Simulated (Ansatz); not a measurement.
**YIn (Pm-3m): lattice vibrations**

```yaml
crystal:
  lattice:
    - [3.70572, 0.00000, 0.00000]
    - [0.00000, 3.70572, 0.00000]
    - [0.00000, 0.00000, 3.70572]
  atoms:
    - { symbol: Y, position: [0.50000, 0.50000, 0.50000] }
    - { symbol: In, position: [0.00000, 0.00000, 0.00000] }
```

The conventional cell has a = 3.706 Å, b = 3.706 Å, c = 3.706 Å, α = 90.00°, β = 90.00°, γ = 90.00°. Y (atom 1) has 8 In at 3.21 Å as nearest neighbours. In (atom 2) is surrounded by 8 Y at 3.21 Å.

Level of theory, where no other is named: PBEsol, all-electron LAPW in Ansatz 0.2.0, scalar-relativistic. k mesh 10×10×10, Fermi-Dirac smearing of 0.050 eV, basis error target 0.5 meV/atom. The cell was relaxed by PAW under this functional, which moved its volume by -8 % from the database entry's.

Atoms are displaced by 0.01 Å in the smallest supercells that hold the wave vectors of a 2×2×2 mesh. Negative values stand for unstable modes.

Question: What are the phonon energies at the solved wave vectors, in cm⁻¹?

Answer: 

| q | point | modes (cm⁻¹) |
| --- | --- | --- |
| 0.000 0.000 0.000 | Gamma | 132.9 (×3) |
| 0.500 0.000 0.000 | X | 90.3 (×2), 110.9 (×2), 113.2, 154.1 |
| 0.500 0.500 0.000 | M | 35.6 (×2), 91.8, 95.4, 188.5 (×2) |
| 0.500 0.500 0.500 | R | 119.8 (×3), 149.0 (×3) |

Question: Is the structure dynamically stable at these wave vectors?

Answer: Yes, no mode is unstable there; wave vectors off this mesh aren't tested.

Question: How do the optical zone-centre modes decompose, and which are active?

Answer: Point group m-3m: Γ_opt = T1u.

```json
{"label": "T1u", "cm⁻¹": "132.9", "activity": "IR", "mostly": "Y (56 %)"}
```

In a metal the activity is that of symmetry alone; free carriers screen the infrared modes.

Question: How well do frozen-core PAW files reproduce these all-electron values?

Answer: With a cutoff of 420 eV and displacements of 0.0025 Å, the r.m.s. difference over the modes is 0.0 cm⁻¹; the largest difference is 113.2 (PAW) against 113.2 cm⁻¹ (LAPW).

Question: The cell is scaled evenly to 49.870 and 51.906 Å³ (from 50.888), with free atoms relaxed and the shape held. What are the mode Grüneisen parameters γ = −d ln ω/d ln V?

Answer: For the highest mode, 195.4 cm⁻¹ in the small cell and 181.9 in the large one give γ ≈ 1.79. From the change of the dynamical matrix on each mode:

```json
{"point": "Gamma", "cm⁻¹": "132.9", "γ": "1.99"}
{"point": "X", "cm⁻¹": "90.3", "γ": "1.99"}
{"point": "X", "cm⁻¹": "110.9", "γ": "1.89"}
{"point": "X", "cm⁻¹": "113.2", "γ": "1.62"}
{"point": "X", "cm⁻¹": "154.1", "γ": "1.88"}
{"point": "M", "cm⁻¹": "35.6", "γ": "-1.13"}
{"point": "M", "cm⁻¹": "91.8", "γ": "1.78"}
{"point": "M", "cm⁻¹": "95.4", "γ": "1.86"}
{"point": "M", "cm⁻¹": "188.5", "γ": "1.79"}
{"point": "R", "cm⁻¹": "119.8", "γ": "1.19"}
{"point": "R", "cm⁻¹": "149.0", "γ": "1.96"}
```

Weighted by the modes' heat capacities at 300 K, the mean on this mesh is 1.41; it moves with the q mesh, and a coarse one overweights the zone boundary. Rows under −0.05 (1 here) are modes that soften under compression and pull towards negative thermal expansion.

Caveats: responses of metals move with mesh and smearing; the frozen-core PAW files of the compared runs were fitted under PBE, their cores solved anew for this functional.
